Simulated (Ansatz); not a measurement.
# Zone-centre modes in InGaAs₂

All numbers below come from DFT PBEsol, scalar-relativistic, plane waves, PAW in Ansatz. Cutoff 420 eV, Γ-centred 12×12×8 k-points, Gaussian smearing of 0.15 eV. No spin polarisation.

The starting cell (as given, not relaxed at this level, and it needn't be the usual structure):

```xyz
4
Lattice="4.2250 0.0000 0.0000 0.0000 4.2250 0.0000 0.0000 0.0000 5.9621" Properties=species:S:1:pos:R:3 pbc="T T T"
In    0.0000    0.0000    2.9811
Ga    2.1125    2.1125    0.0000
As    2.1125    0.0000    4.5818
As    0.0000    2.1125    1.3804
```

Harmonic modes by finite displacements of 0.02 Å, without the LO–TO term.

**Question.** At this geometry, is the structure stable against these modes?

**Answer.** Yes: no mode is imaginary beyond 10 cm⁻¹, and only the three translations lie near zero.

**Question.** List the wavenumbers in cm⁻¹.

**Answer.** 0, 0, 0, 63, 63, 180, 190, 205, 205, 219, 219, 226.

Cost: 1 run of about 7.1 core-minutes, on Intel Xeon Platinum 8488C (Sapphire Rapids) (shared hosts).